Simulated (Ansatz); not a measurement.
Ansatz (an electronic-structure program) input:

Ansatz 0.2 input:
```yaml
crystal:
  lattice:
    - [4.3354160849, 4.9297297654, 0.0]
    - [-4.3354160849, 4.9297297654, 0.0]
    - [-0.8815145117, 0.0, 6.2168975342]
  atoms:
    - { symbol: Sc, position: [0.5526929102, 0.5526929102, 0.0] }
    - { symbol: Tl, position: [0.1649169463, 0.1649169463, 0.5] }
    - { symbol: P, position: [0.101448276, 0.7065564821, 0.0906631932] }
    - { symbol: P, position: [0.7065564821, 0.101448276, 0.9093368068] }
    - { symbol: S, position: [0.3574240793, 0.6944228183, 0.2995442133] }
    - { symbol: S, position: [0.6944228183, 0.3574240793, 0.7004557867] }
    - { symbol: S, position: [0.5777584966, 0.1767517555, 0.1749622663] }
    - { symbol: S, position: [0.1767517555, 0.5777584966, 0.8250377337] }
    - { symbol: S, position: [0.0335669725, 0.0335669725, 0.0] }
    - { symbol: S, position: [0.8772396608, 0.6021616025, 0.2503729584] }
    - { symbol: S, position: [0.6021616025, 0.8772396608, 0.7496270416] }
kpoints:
  mp_grid: { grid: [5, 5, 5] }
hamiltonian:
  xc: r2scan
  dispersion: d4
  pseudopotentials: { kind: paw }
scf:
  occupations: { method: fixed }
checkpoint: { read: static.run }
output: { write_density: true, elf: true, volumetric_format: npy }
```

Output (shortened):

```
Pseudopotential: Sc, paw, valence charge 11
Pseudopotential: Tl, paw, valence charge 13
Pseudopotential: P, paw, valence charge 5
Pseudopotential: S, paw, valence charge 6
Functional definition: r2SCAN
Crystal: 11 atoms, lattice volume = 265.740 Å³
Basis set: ecut = 500 eV, 6757 PW (Γ), exchange–correlation on 192×192×192 points (64 copies of the dense FFT grid, shifted against one another)
Bands: 49, of which v1, the nominal top of the filled ones, is band 38 counted from 1 (37 counted from 0)
Symmetry: 2 space group operations
Space group: C2 (ITA 5), of the structure as read, at distance tolerance 6.4e-5 Å
k-points: 39 of 125 (time reversal used)
Stability of the state it starts from, as read at its close in the unpolarized treatment …
iter 1 solved again at ethr=1.50e-6 eV; its pass at ethr=3.10e-3 eV (dr2=1.14e-3 eV) is discarded
SCF iter   1: F=—  HF=-21468.315132 eV  |F-HF|=—  |Δ(HF+E_count)|=         —  Δρ=3.60e-6  dr2=2.08e-8  dr2_τ=2.07e-9  ethr=1.50e-6  ⟨swp⟩=3.8  Hψ=12308  notcnv=0  defer=351
preconditioner: auto → Resta (q_TF=auto, 2.215 Å⁻¹)
SCF iter   2: F=—  HF=-21468.315244 eV  |F-HF|=—  |Δ(HF+E_count)|=   1.12e-4  Δρ=1.74e-6  dr2=6.59e-9  dr2_τ=1.70e-9  ethr=2.74e-11  ⟨swp⟩=13.7  Hψ=11344  notcnv=0
SCF iter   3: F=-21468.315244 eV  HF=-21468.315244 eV  |F-HF|=8.69e-10  |Δ(HF+E_count)|=  6.22e-10  Δρ=1.16e-6  dr2=2.38e-9  dr2_τ=2.29e-10  ethr=8.67e-12  ⟨swp⟩=1.4  Hψ=4297  notcnv=0
SCF 1 converged in 3 iterations: F = -21468.315244 eV  dr2 = 2.38e-9
SCF converged after 3 iterations
Free energy (F): -21468.315244 eV
Harris-Foulkes:  -21468.315244 eV  (|F-HF|=8.69e-10)
Internal energy: -21468.315244 eV  (E = F + TS)
E sigma→0 (E₀):  -21468.315244 eV
Fermi energy:    4.255415 eV
--- Per-component energies (eV) ---
  E_band       = -380.597321
  E_kinetic    = 1488.987371
  E_local      = -3577.109444  (includes V_loc(G=0)·N_el)
  E_nonlocal   = 659.136120
  E_hartree    = 1265.969199
  E_xc         = -1081.901653
  E_vxc        = -1097.418037  (∫ρ·V_xc dr)
  E_paw        = -16569.734206  (= ΣΔE_a)
  E_vpaw       = -446.286540  (= ΣTr[D̂ρ^β])
  E_aug_tail   = 0.000030  (compensation charges beyond the density's cutoff)
  E_vtau       = 60.155083  (kinetic-family band-sum trace: ∫τ·v_τ [+ j·A + Jᵃ·Aᵃ] dr)
  E_ewald      = -3652.186500
  E_disp       = -1.327379  (pairwise vdW)
  E_core_change = -0.148782  (= ΣΔE_core)
  E_smearing   =  0.000000  (= −TS)
  E_closure    = 0.000000  (closes the sum)
  Σ components = -21468.315244   (vs F -21468.315244, Δ=0.00e0)
  [band-id]    e_kinetic+e_local+e_nonlocal+2·e_hartree+e_vxc+e_vpaw+e_augmentation_tail+e_vtau = -380.597018   (vs E_band -380.597321, Δ=3.03e-4)
--- Band table (eV; the first three rows and the last of 39) ---
  k-point 0: bands = ["-46.6399", "-24.2957", "-24.2854", "-24.2583", "-12.0244", "-11.1445", "-8.9462", "-8.3993", "-8.3765", "-8.2581", "-8.2336", "-6.3004", "-6.2914", "-6.2671", "-6.2409", "-6.2286", "-4.2484", "-4.0091", "-1.3254", "-1.1136", "-0.8217", …
  k-point 1: bands = ["-46.6399", "-24.2957", "-24.2854", "-24.2583", "-12.0110", "-11.1456", "-8.9279", "-8.4578", "-8.3914", "-8.2546", "-8.2410", "-6.2956", "-6.2892", "-6.2654", "-6.2405", "-6.2335", "-4.3416", "-3.7905", "-1.3920", "-0.9992", "-0.8744", …
  k-point 2: bands = ["-46.6399", "-24.2957", "-24.2854", "-24.2583", "-11.9887", "-11.1480", "-8.8876", "-8.5551", "-8.4131", "-8.2819", "-8.2285", "-6.2912", "-6.2823", "-6.2599", "-6.2458", "-6.2389", "-4.3860", "-3.5378", "-1.4688", "-0.9350", "-0.8259", …
  k-point 38: bands = ["-46.6399", "-24.2958", "-24.2854", "-24.2585", "-11.8982", "-11.2105", "-8.8946", "-8.6682", "-8.3810", "-8.3531", "-8.2478", "-6.2888", "-6.2857", "-6.2656", "-6.2380", "-6.2340", "-4.3061", "-3.0946", "-1.3846", "-0.9540", "-0.8692", …
```

Cost: about 2.1 core-minutes (a rough figure) on shared cores.

The workflow started from a Materials Project entry (that database holds measured and hypothetical structures alike); the Crystallography Open Database copy checked does not list it. Its standing as an ambient phase is unchecked. The r²SCAN+D4 relaxation kept the symmetry of its start; its stability against distortions is not shown here. No spin polarisation was allowed. Scalar-relativistic: spin–orbit coupling is off unless named, which matters more the heavier the elements.

Potentials: the later of the program's two PAW sets.

Ansatz is a plane-wave DFT program.
